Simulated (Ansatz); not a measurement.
## Ansatz 0.2.0, relaxation: AgPO₄

input.yaml:

```yaml
crystal:
  lattice:
    - [2.566536, 3.810557, 0.0]
    - [2.566536, -3.810557, 0.0]
    - [0.0, 0.0, -6.727703]
  atoms:
    - { symbol: P, position: [0.358, 0.642, 0.75] }
    - { symbol: P, position: [0.642, 0.358, 0.25] }
    - { symbol: Ag, position: [0.0, 0.0, 0.0] }
    - { symbol: Ag, position: [0.0, 0.0, 0.5] }
    - { symbol: O, position: [0.706, 0.766, 0.75] }
    - { symbol: O, position: [0.294, 0.234, 0.25] }
    - { symbol: O, position: [0.766, 0.706, 0.25] }
    - { symbol: O, position: [0.234, 0.294, 0.75] }
    - { symbol: O, position: [0.246, 0.754, 0.93] }
    - { symbol: O, position: [0.754, 0.246, 0.43] }
    - { symbol: O, position: [0.754, 0.246, 0.07] }
    - { symbol: O, position: [0.246, 0.754, 0.57] }
  symmetry: { tolerance: 0.0003 }
kpoints:
  mp_grid: { grid: [4, 4, 4], shift: [0, 0, 0] }
magnetization:
  spin_polarized: false
scf:
  occupations: { method: cold, width: 0.0698 }
  lower_state_search: "off"
hamiltonian:
  pseudopotentials: { kind: paw }
  xc: r2scan
basis:
  ecutwfc: 500
  fft_grid_basis: typed
relax:
  max_steps: 60
  cell: { p_target: 0.0 }
output:
  forces: true
  stress: true
  eigenvalues: true
  bader: true
  populations: true
  elf: true
  write_potential: true
  volumetric_format: npy
  dos:
    e_range: [-12, 8]
    de: 0.05
    projected: { site_lists: { Ag: [Ag], O: [O], P: [P] } }
checkpoint:
  read: saved_state
```

Run with:

```bash
ansatz run input.yaml --threads 2 --pin off --max-ram 2560MiB --backend cpu --events-out ev --progress --plain --runs-dir out
```

Origin of the cell: a known structure type with other elements, at an estimated volume, so it need not be a known compound.

The saved state is a converged single point of the same cell.

Steps («new basis» is an SCF on plane waves selected anew at the same cell):

```tsv
step	ΔF (meV/atom)	max force component (eV/Å)	P (GPa)	volume (Å³)	SCF iterations	step was
1	0.0	2.794	26.00	131.59	7	accepted
2	-87.8	1.660	10.05	143.47	7	accepted
3	-114.3	0.892	1.44	148.55	7	accepted
4	-119.8	0.547	1.32	145.79	6	accepted
5	-121.3	0.105	0.01	146.47	5	accepted
6	-121.5	0.023	0.05	146.03	5	accepted
7	-121.5	0.006	-0.01	146.29	6	accepted
8	-121.5	0.001	0.00	146.29	5	accepted
9	-122.2	0.001	0.00	146.29	7	new basis
```

The starting structure.

Space group Cmcm (No. 63); the run's cell has a = 4.594 Å, b = 4.594 Å, c = 6.728 Å, α = 90.00°, β = 90.00°, γ = 112.08°. Shortest distances: O–P 1.48 Å, Ag–O 1.93 Å, O–O 2.42 Å, Ag–P 3.21 Å, Ag–Ag 3.36 Å.

After:

Space group Cmcm (No. 63); the run's cell has a = 4.762 Å, b = 4.762 Å, c = 6.914 Å, α = 90.00°, β = 90.00°, γ = 111.09°. Shortest distances: O–P 1.53 Å, Ag–O 2.02 Å, O–O 2.48 Å, Ag–P 3.26 Å, Ag–Ag 3.46 Å.

```xyz
12
Lattice="2.6942 3.9269 0.0000 2.6942 -3.9269 0.0000 0.0000 0.0000 -6.9137" Properties=species:S:1:pos:R:3 pbc="T T T"
P     2.6942   -1.1682   -5.1853
P     2.6942    1.1682   -1.7284
Ag    0.0000    0.0000    0.0000
Ag    0.0000    0.0000   -3.4569
O     3.9680   -0.2745   -5.1853
O     1.4205    0.2745   -1.7284
O     3.9680    0.2745   -1.7284
O     1.4205   -0.2745   -5.1853
O     2.6942   -1.9499   -6.5007
O     2.6942    1.9499   -3.0438
O     2.6942    1.9499   -0.4131
O     2.6942   -1.9499   -3.8699
```

```yaml
Free_energy_lowered_by: 122.2 meV/atom
Volume_change: 11.17 %
Final_pressure: 0.00 GPa
Relaxation_steps_listed: 9
Formation_energy_elements_under_the_same_functional_gases_as_molecules_uncorrected: -1.304 eV/atom
```

Caveats: no spin, though holes on the anions or broken bonds may carry moments; the k mesh is coarse if the cell is a metal; the relaxation held the start's symmetry, so the end may be a saddle point.

Time: 5.3 min on 2 threads of Arm Neoverse N1, on a shared host, peak memory 0.82 GiB, from a saved density.
